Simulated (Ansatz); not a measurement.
LaPd3S4:
```
CELL_PARAMETERS angstrom
      6.76661     0.00000     0.00000
      0.00000     6.76661     0.00000
      0.00000     0.00000     6.76661
ATOMIC_POSITIONS crystal
  La 0.50000 0.50000 0.50000
  La 0.00000 0.00000 0.00000
  Pd 0.75000 0.00000 0.50000
  Pd 0.25000 0.00000 0.50000
  Pd 0.50000 0.25000 0.00000
  Pd 0.50000 0.75000 0.00000
  Pd 0.00000 0.50000 0.25000
  Pd 0.00000 0.50000 0.75000
  S  0.75000 0.25000 0.25000
  S  0.25000 0.75000 0.75000
  S  0.25000 0.25000 0.75000
  S  0.75000 0.75000 0.25000
  S  0.25000 0.75000 0.25000
  S  0.75000 0.25000 0.75000
  S  0.75000 0.75000 0.75000
  S  0.25000 0.25000 0.25000
```

Relaxed with r²SCAN. Special points in fractions of this cell's reciprocal vectors: Γ (0.000, 0.000, 0.000); X (0.000, 0.500, 0.000); M (0.500, 0.500, 0.000); R (0.500, 0.500, 0.500).

List the band energies nearest the Fermi level at these points for r²SCAN in the plane-wave PAW code Ansatz.

In eV from the Fermi level; about four levels below and three above (degenerate sets whole), none deeper than 8.9 eV; points with the same levels are listed once.

| k | below | above |
|---|---|---|
| Γ | -1.36 -1.36 -1.36 -1.06 -1.06 -1.06 | 0.37 0.37 1.52 1.52 1.52 |
| X | -1.35 -1.35 -1.04 -1.04 | 0.27 0.27 0.94 0.94 |
| M | -1.50 -1.50 -1.19 -0.93 -0.48 | 0.03 0.67 1.14 1.14 |
| R | -1.93 -1.93 -1.93 -1.93 -1.93 -1.93 -1.78 -1.78 | 0.15 0.15 0.15 0.15 0.15 0.15 |

Space group Pm-3n. The first step of the workflow began from a Materials Project structure, measured or hypothetical; the Crystallography Open Database copy checked does not list it. Its standing as an ambient phase is unchecked. The r²SCAN relaxation kept the symmetry of its start; whether a distortion lowers the energy is not shown. The run is not spin-polarised. Spin–orbit coupling is left out wherever it is not named.

Potentials: the later of the program's two PAW sets.
